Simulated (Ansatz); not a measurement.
Starting cell, SnSe2 (CdI2 type):

```xyz
6
Lattice="7.6517 0.0000 0.0000 -1.9129 3.3133 0.0000 0.0000 0.0000 6.2309" Properties=species:S:1:pos:R:3 pbc="T T T"
Sn     0.0000     0.0000     0.0000
Sn     3.8258     0.0000     0.0000
Se     0.0000     2.2088     1.5760
Se     3.8258     2.2088     1.5760
Se     1.9129     1.1044     4.6549
Se     5.7388     1.1044     4.6549
```

Scan: atom 1 (Sn, nearest neighbour Se at 2.713 Å; its periodic images, 3.8 Å or more away, move with it) is displaced towards the nearest neighbour, direction (0.000, 0.814, 0.581) in Cartesian axes, by s. The other atoms stay.

Level of theory: r2SCAN+rVV10 (plane waves to 500 eV, PAW, scalar-relativistic; Ansatz, a first-principles code). k mesh 4×8×5 (Γ-centred), Fermi-Dirac smearing 0.05 eV. The energy includes the smearing's −TS. Left out: 2 of 11 points, with atoms too close for the PAW data. As the smearing reaches across the gap at some points, energies and forces of such displacements shift with the k mesh and the smearing. SnSe2 was relaxed with its symmetry unable to fall. The zero of ΔE is the undisplaced structure. The last digit holds for this mesh only.

```csv
s (Å),ΔE (meV/cell)
-0.648,3054.9
-0.486,withheld
-0.324,544.1
-0.162,123.7
0.000,0.0
0.162,123.7
0.324,544.1
0.486,withheld
0.648,3054.9
```

**Question.** Fit an even polynomial form (powers 2, 4, 6) to the given rows and predict ΔE at s = 0.486.

**Answer.** Least squares on the 7 given rows: ΔE = (4562)·s² + (5739)·s⁴ + (1723)·s⁶, in meV/cell with s in Å; root-mean-square residual 0.09 meV/cell. At 0.486 the fit gives 1420.4 meV/cell; the calculation gives 1420.1 meV/cell, so the interpolation is off by 0.3 (+0.0 %). The quadratic term alone would give 1077.5 meV/cell.

(For displaced atoms, the force is minus the slope of the energy, and its curvature is a force constant, which sets phonon frequencies.)
